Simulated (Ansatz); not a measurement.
Data:

W:
```cif
data_W4
_chemical_formula_sum 'W4'
_space_group_name_H-M_alt 'Fm-3m'
_space_group_IT_number 225
_space_group_name_Hall '-F 4 2 3'
_cell_length_a 3.97267
_cell_length_b 3.97267
_cell_length_c 3.97267
_cell_angle_alpha 90.000
_cell_angle_beta 90.000
_cell_angle_gamma 90.000
loop_
_atom_site_label
_atom_site_type_symbol
_atom_site_symmetry_multiplicity
_atom_site_Wyckoff_symbol
_atom_site_fract_x
_atom_site_fract_y
_atom_site_fract_z
_atom_site_occupancy
W1 W 4 a 0.00000 0.00000 0.00000 1
```
(The calculation used a cell of 1 atom; values per cell refer to that cell.)

This is the LDA-relaxed structure.

All from LDA in the plane-wave PAW code Ansatz, unless another level is named. Estimate the bulk modulus (Birch–Murnaghan fit).

312 GPa.

Give the elastic constants (relaxed ions, GPa).

C11 = 111, C12 = 411, C44 = -101.

The workflow started from an entry of the Crystallography Open Database (COD), which files this formula under 6 space groups. It is not the phase usual at ambient conditions (space group No. 229). Symmetry was held in the LDA relaxation. At this level the phase is mechanically unstable. No spin polarisation was allowed. As this level gives no gap, shear constants depend on the k-mesh and smearing (Fermi–Dirac, 0.1 eV here). Scalar-relativistic: spin–orbit coupling is off unless named, which matters more the heavier the elements.

Potentials: the later of the program's two PAW sets.
